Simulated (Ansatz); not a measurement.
LaGe:
```xyz
8
Lattice="2.2912 -6.9297 0.0000 2.2912 6.9297 0.0000 0.0000 0.0000 6.7787" Properties=species:S:1:pos:R:3 pbc="T T T"
La     2.2912    -6.2784     1.6947
La     2.2912     6.2784     5.0840
La     2.2912    -3.7939     5.0840
La     2.2912     3.7939     1.6947
Ge     2.2912    -1.3783     3.0060
Ge     2.2912     1.3783     3.7727
Ge     2.2912     1.3783     6.3953
Ge     2.2912    -1.3783     0.3833
```

Relaxed with r²SCAN. Special points in fractions of this cell's reciprocal vectors: Γ (0.000, 0.000, 0.000); Y (-0.500, 0.500, 0.000); C0 (-0.277, 0.723, 0.000); Σ0 (0.277, 0.277, 0.000); Z (0.000, 0.000, 0.500); A0 (0.277, 0.277, 0.500); E0 (-0.277, 0.723, 0.500); T (-0.500, 0.500, 0.500); S (0.000, 0.500, 0.000); R (0.000, 0.500, 0.500).

Q: List the band energies nearest the Fermi level at these points for r²SCAN (plane waves, PAW; program Ansatz).

A: In eV from the Fermi level; about four levels below and three above (degenerate sets whole), none deeper than 8.9 eV; points with the same levels are listed once.

| k | below | above |
|---|---|---|
| Γ | -1.42 -1.03 -0.89 -0.07 | 0.32 0.71 1.11 |
| Y | -1.85 -1.83 -1.52 -0.65 | 0.07 0.47 0.49 |
| C0 | -1.76 -1.75 -1.04 -0.71 | 0.33 0.57 0.87 |
| Z | -0.89 -0.89 -0.58 -0.58 | 0.24 0.24 0.81 0.81 |
| A0 | -1.80 -1.80 -0.41 -0.41 | 0.57 0.57 1.11 1.11 |
| T | -0.69 -0.69 -0.58 -0.58 | 0.96 0.96 1.80 1.80 |
| S | -1.69 -0.99 -0.37 -0.26 | 0.63 0.73 1.48 |
| R | -1.91 -1.91 -0.34 -0.34 | 0.66 0.66 1.19 1.19 |

Space group Cmcm. The first step of the workflow began from a Materials Project structure, measured or hypothetical; the Crystallography Open Database files this formula in space group No. 63, but the cells were not matched. Its standing as an ambient phase is unchecked. The r²SCAN relaxation kept the symmetry of its start; whether a distortion lowers the energy is not shown. Scalar-relativistic: spin–orbit coupling is off unless named, which matters more the heavier the elements.

Potentials: the earlier of the program's two PAW sets.
